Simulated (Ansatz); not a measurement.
**Bi2Se3 — experiment and calculation at the nuclei**

Cell of run 1: an entry of the Crystallography Open Database (COD), atoms as given.

```
Bi Se
1.0
     2.07150    1.19598    9.54533
    -2.07150    1.19598    9.54533
     0.00000   -2.39196    9.54533
Bi Se
2 3
Cartesian
  0.0000 0.0000 11.4773
  0.0000 0.0000 17.1587
  0.0000 0.0000 0.0000
  0.0000 0.0000 6.0622
  0.0000 0.0000 22.5738
```

Sites (sets of like atoms) are named by element and the number of their first atom in this list.

All runs are DFT with Ansatz 0.2.0 (plane waves and PAW, scalar-relativistic unless spin–orbit coupling is named, Γ-centred meshes, Fermi–Dirac smearing) in this cell.

Run 1: PBE, atoms as given; 420 eV, 9×9×9 k-points, smearing 0.02 eV.
Run 2: PBE, atoms relaxed; 420 eV, 9×9×9 k-points, smearing 0.02 eV.
Run 3: r2SCAN, at the relaxed atoms; 500 eV, 9×9×9 k-points, smearing 0.02 eV.
Run 4: PBE with spin–orbit coupling, at the relaxed atoms; 420 eV, 9×9×9 k-points, smearing 0.02 eV.
Run 5: LDA, at the relaxed atoms; 420 eV, 9×9×9 k-points, smearing 0.02 eV.

Relaxed positions (PBE, cell held):

```
CELL_PARAMETERS angstrom
2.07150 1.19598 9.54533
-2.07150 1.19598 9.54533
0.00000 -2.39196 9.54533
ATOMIC_POSITIONS crystal
Bi 0.40061 0.40061 0.40061
Bi 0.59939 0.59939 0.59939
Se 0.00000 0.00000 0.00000
Se 0.21115 0.21115 0.21115
Se 0.78885 0.78885 0.78885
```

²⁰⁹Bi: I = 9/2, Q = -516.0 mb (Pyykkö 2018). C_Q = eQV_zz/h. ν_Q = 3|C_Q|/[2I(2I − 1)].

Q: Give ν_Q of ²⁰⁹Bi for each run, and set them against experiment.

A: 

```
    quantity  unit  measured  run 1  run 2  run 3  run 4  run 5
ν_Q of ²⁰⁹Bi   MHz     0.176  0.397  0.348  0.684  0.107  0.324
```

For the ν_Q of ²⁰⁹Bi, the closest is run 4 (-39 %), the farthest run 3 (+288 %). Runs 1 and 2 differ in the positions of the atoms alone.

**Where the measured values come from.**

“Hyperfine coupling and spin polarization in the bulk of the topological insulator Bi2Se3”, 2014, arxiv:1407.1040 reports, for a bulk crystal: ν_Q of ²⁰⁹Bi 176 ± 2 kHz. On the ν_Q of ²⁰⁹Bi: satellite line spacing, not the full coupling constant e2qQ/h; common value for three n-doped samples.

The runs hold the atoms at rest, while the measurements include thermal motion.

Newer work puts Q(²⁰⁹Bi) near −420 mb, which would lower these couplings by about a fifth. Semilocal functionals make gaps too small and can close them, so the real compound need not be a metal. In runs 1, 2, 3, 4 the gap is small for the k-mesh or the smearing, and small gradients can still move by 0.1 × 10²¹ V/m² or more. In run 5 there is no gap above 0.1 eV, so the gradients can move by 10 % or more with the k-mesh.
